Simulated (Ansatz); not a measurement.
Relaxed-ion elastic tensor of ScC (rock salt, Fm-3m) in GPa (Voigt order), plane-wave PAW LDA (Ansatz code); density 3.91 g/cm³, 12.10 Å³ per atom.

```csv
,1,2,3,4,5,6
1,355,84.3,84.3,0.0,0.0,0.0
2,84.3,355,84.3,0.0,0.0,0.0
3,84.3,84.3,355,0.0,0.0,0.0
4,0.0,0.0,0.0,61.7,0.0,0.0
5,0.0,0.0,0.0,0.0,61.7,0.0
6,0.0,0.0,0.0,0.0,0.0,61.7
```

Q: Is the crystal mechanically stable?

A: Yes: the smallest eigenvalue of C is 61.7 GPa.

Q: Work out the Voigt, Reuss and Hill averages.

A: K_V = 175, K_R = 175, K_H = 175; G_V = 91.1, G_R = 78.9, G_H = 85.0 GPa.

Q: Give Young's modulus, Poisson's ratio, Pugh's ratio and the universal anisotropy index.

A: E = 9KG/(3K + G) = 219 GPa; ν = 0.29; K/G = 2.05 (ductile by the Pugh limit of 1.75); A_U = 5G_V/G_R + K_V/K_R − 6 = 0.78.

Q: Estimate the sound speeds and the Debye temperature.

A: v_l = √((K + 4G/3)/ρ) = 8580 m/s, v_t = √(G/ρ) = 4660 m/s, mean 5200 m/s; Θ = (h/k)(3n/4πV)^(1/3) v_m = 675 K.

Q: Give the Zener ratio and Young's modulus along [100], [110] and [111].

A: A = 2C44/(C11 − C12) = 0.46; 1/E = S11 − 2(S11 − S12 − S44/2)Γ with Γ = 0, 1/4, 1/3 gives 323, 189, 166 GPa.

Q: Solve the Christoffel equation for the three sound speeds along [100], [110], [111].

A: Eigenvalues of C_ijkl n_j n_l equal ρv². In km/s, slowest first: [100] 3.97, 3.97, 9.53; [110] 3.97, 5.88, 8.48; [111] 5.32, 5.32, 8.10.

The workflow started from a Materials Project entry (that database holds measured and hypothetical structures alike); the Crystallography Open Database copy checked does not list it. Whether it is the stable phase at ambient conditions was not checked. The LDA relaxation kept the symmetry of its start; of distortions, only those at the zone centre were tested. No spin polarisation was allowed. As this level gives no gap, shear constants depend on the k-mesh and smearing (Fermi–Dirac, 0.1 eV here).

Potentials: the later of the program's two PAW sets.
